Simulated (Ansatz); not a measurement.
Cs₄MnSb₂Cl₁₂: field gradients at two levels of theory

Cell: a computed structure from the Materials Project (it need not be an observed phase), taken as it stands.

```yaml
crystal:
  lattice:
    - [6.65502, -3.83869, 0.00000]
    - [6.65502, 3.83869, 0.00000]
    - [-4.38971, 0.00000, 12.43705]
  atoms:
    - { symbol: Cs, position: [0.62270, 0.62270, 0.86918] }
    - { symbol: Cs, position: [0.37730, 0.37730, 0.13082] }
    - { symbol: Cs, position: [0.87301, 0.87301, 0.61939] }
    - { symbol: Cs, position: [0.12699, 0.12699, 0.38061] }
    - { symbol: Mn, position: [0.50000, 0.50000, 0.50000] }
    - { symbol: Sb, position: [0.25049, 0.25049, 0.75279] }
    - { symbol: Sb, position: [0.74951, 0.74951, 0.24721] }
    - { symbol: Cl, position: [0.38440, 0.85075, 0.61759] }
    - { symbol: Cl, position: [0.14925, 0.61560, 0.38241] }
    - { symbol: Cl, position: [0.61560, 0.14925, 0.38241] }
    - { symbol: Cl, position: [0.85075, 0.38440, 0.61759] }
    - { symbol: Cl, position: [0.38486, 0.38486, 0.61894] }
    - { symbol: Cl, position: [0.61514, 0.61514, 0.38106] }
    - { symbol: Cl, position: [0.13242, 0.59909, 0.86760] }
    - { symbol: Cl, position: [0.40091, 0.86758, 0.13240] }
    - { symbol: Cl, position: [0.86758, 0.40091, 0.13240] }
    - { symbol: Cl, position: [0.59909, 0.13242, 0.86760] }
    - { symbol: Cl, position: [0.13289, 0.13289, 0.86705] }
    - { symbol: Cl, position: [0.86711, 0.86711, 0.13295] }
```

Atoms are numbered from 1 in the order listed; like atoms form one site, named after its first atom.

First run. Method: Kohn–Sham DFT in Ansatz, PBE, plane waves and PAW, scalar-relativistic, collinear spin, 420 eV cutoff, Γ-centred 4×4×3 k-points, Fermi–Dirac smearing 0.02 eV. Start moments as typed (μB): 5 on each Mn, none on the rest.

| site | atom | V_zz (10²¹ V/m²) | η | m (μB) |
| --- | --- | --- | --- | --- |
| Cs1 | 1 | -1.12 | 0.04 | 0.00 |
| Cs3 | 3 | 0.74 | 0.11 | 0.00 |
| Mn | 5 | -0.18 | 0.74 | 4.31 |
| Sb | 6 | -8.65 | 0.01 | 0.02 |
| Cl8 | 8 | 11.09 | 0.01 | 0.03 |
| Cl14 | 14 | 15.17 | 0.02 | 0.01 |
| Cl18 | 18 | 15.24 | 0.02 | 0.01 |

Second run. The same atoms and settings, except that a Hubbard term is added (U = 4.9 eV on Mn d).

Problem. Given the first result, estimate the second.

Solution. 

```
site  atom   V_zz     η  change of V_zz  m (μB)
 Cs1     1  -1.14  0.04           -0.02    0.00
 Cs3     3   0.75  0.11           +0.01    0.00
  Mn     5  -0.18  0.76            0.00    4.49
  Sb     6  -8.86  0.01           -0.21    0.01
 Cl8     8  10.57  0.01           -0.52    0.01
Cl14    14  15.21  0.02           +0.04    0.00
Cl18    18  15.27  0.02           +0.03    0.00
```

The largest change of V_zz is on Cl8, from 11.09 to 10.57. In per cent, |V_zz| changes by +2 on Cs, +2 on Sb, -5 to 0 on Cl (all sites that start above 0.5).

Without spin–orbit coupling (the program notes it for Cs and Sb) the gradients are little affected as a rule: paired runs on crystals with a gap mostly move them by under 2 % at such atoms. With these PAW files V_zz is typically within 2 to 3 % of all-electron values, but misses above 10 % occur on Sb. All moments are parallel here, as the start or the cell imposes; many such compounds order antiparallel, where fields and spin densities carried over to other atoms largely cancel. The magnetic order is the one that the run reached from its start moments, not necessarily the measured one.
